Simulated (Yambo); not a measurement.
Yambo run on RbBH4 (space group F-43m, No. 216). The wavefunctions are norm-conserving LDA (Quantum ESPRESSO, 76 Ry, no spin-orbit coupling) ones on a 4×4×4 mesh (8 occupied bands); a = b = c = 4.884 Å, α = β = γ = 60.00°.

Yambo input:

```
rim_cut
gw0
dyson
el_el_corr
HF_and_locXC
ppa
em1d
RandQpts= 1000000
RandGvec= 1 Ry
EXXRLvcs= 76 Ry
VXCRLvcs= 304 Ry
Chimod= "HARTREE"
% BndsRnXp
 1 | 47 |
%
NGsBlkXp= 5 Ry
% LongDrXp
 1.0 | 1.0 | 1.0 |
%
PPAPntXp= 27.2114 eV
% GbndRnge
 1 | 47 |
%
GTermKind= "BG"
DysSolver= "n"
ExtendOut
% QPkrange
 1 | 1 | 8 | 8 |
 7 | 7 | 8 | 9 |
%
```

k points by index: 1 = Γ, 7 = X.

Resulting energies as the program prints them:

```
#    K-point    Band    Eo [eV]    E [eV]    E-Eo [eV]    Vxc [eV]    Vnlxc [eV]    Sc|Eo [eV]    Sc|E [eV]    dSc/dw|Eo [eV]    Re(Z)    Im(Z)
#
    1    8    0.000000    -1.805194    -1.805194    -12.21989    -16.49935    2.086289    2.474269    -5.847961    0.823105    -0.001353
    7    8    -0.114874    -1.934530    -1.819656    -12.17110    -16.45938    2.079520    2.468622    -5.818251    0.823845    -0.001351
    7    9    5.629357    6.999758    1.370401    -7.084097    -2.955615    -2.567918    -2.758081    -3.775701    0.878151    -0.935870E-3
```
(The two width columns are left out.) Convergence of these settings isn't established.

Geometry of the Materials Project entry, not relaxed at this level.

The structure is a Materials Project entry; no match was found in the copy of COD used, and its stability was not checked.
